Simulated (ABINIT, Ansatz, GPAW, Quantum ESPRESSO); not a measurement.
# One calculation of InSb3, 4 ways

```
Sb In
1.0
     4.80637    0.00000    0.00000
     0.00000    4.80637    0.00000
     0.00000    0.00000    4.80637
Sb In
3 1
Cartesian
  2.4032 2.4032 0.0000
  0.0000 2.4032 2.4032
  2.4032 0.0000 2.4032
  0.0000 0.0000 0.0000
```

The cell comes from a database or a generator and needn't be the stable form of this composition.

Alike in all runs: task single point; functional PBEsol; k mesh 6 × 6 × 6; occupations fermi-dirac, width 0.05 eV; no spin polarisation; no spin-orbit coupling. A missing gap at this level doesn't show that the real crystal is a metal. Pressure is positive in compression and, in plane waves, holds the error of the finite cutoff.

```json
{"program and potentials": "GPAW, PAW data sets generated for this functional", "plane-wave cutoff (eV)": "600", "notes": "-", "band gap (eV)": "no gap", "pressure (GPa)": "-2.96"}
{"program and potentials": "Quantum ESPRESSO, GBRV 1.5 PBEsol", "plane-wave cutoff (eV)": "762", "notes": "-", "band gap (eV)": "no gap", "pressure (GPa)": "-2.67"}
{"program and potentials": "ABINIT, PseudoDojo NC SR PBEsol v0.4.1 standard", "plane-wave cutoff (eV)": "1088", "notes": "-", "band gap (eV)": "no gap", "pressure (GPa)": "-2.72"}
{"program and potentials": "Ansatz, all-electron LAPW, scalar-relativistic", "plane-wave cutoff (eV)": "-", "notes": "-", "band gap (eV)": "no gap", "pressure (GPa)": "-2.67"}
```

None finds a gap. The pressure spans -2.96 (GPAW, PAW data sets generated for this functional) to -2.67 GPa (Quantum ESPRESSO, GBRV 1.5 PBEsol), with all-electron results at -2.67.

The functional is the same throughout but for its coding, so the spread measures potentials, basis and numerics; runs on potential files found faulty are left out.
